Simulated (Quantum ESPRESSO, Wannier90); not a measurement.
# Bi2Pd (I4/mmm), plane waves to Wannier functions

```
begin unit_cell_cart
ang
    0.0000000000   -3.3866800000    0.0000000000
    3.3866800000    0.0000000000    0.0000000000
   -1.6933400000    1.6933400000    6.6234700000
end unit_cell_cart
begin atoms_frac
Bi  -0.3676800000 -0.3676800000  0.2646400000
Bi   0.3676800000  0.3676800000 -0.2646400000
Pd   0.0000000000  0.0000000000  0.0000000000
end atoms_frac
```

Cell from Materials Project (mp-570197), symmetrised, no further relaxation. COD (Crystallography Open Database) has the formula in 2 space groups, this one among them (matched by group alone). Level: PBEsol, spinors with spin-orbit coupling; pw.x of Quantum ESPRESSO at 66 Ry with PseudoDojo potentials, 6×6×6 k-points, Wannier90. Density: 12×12×12 mesh, cold smearing 0.01 Ry.

Bands 29-32 form an isolated set from -13.24 to -8.82 eV relative to the Fermi level (on the path) and are turned into 4 Wannier functions by minimising the spread from the start: atomic waves Bi 6s.

Q: Where do the functions sit, how wide are they and what are they made of?

A: 
| functions | spread (Å²) | nearest atom, distance (Å) | second atom, distance (Å) | weight on atomic waves |
|---|---|---|---|---|
| 4 | 1.97 | Bi 0.12 | Pd 2.90 | Bi 6s 84 %, Bi 6p 11 %, Pd 4d 4 % |

Ω_I = 7.85 Å², Ω_total = 7.86 Å²; the interpolated bands follow pw.x to 4.7 meV rms on the path. Only this start was tried; a symmetric start can stop on a saddle, and mixtures of these functions could lower the total by at most Ω_total − Ω_I.
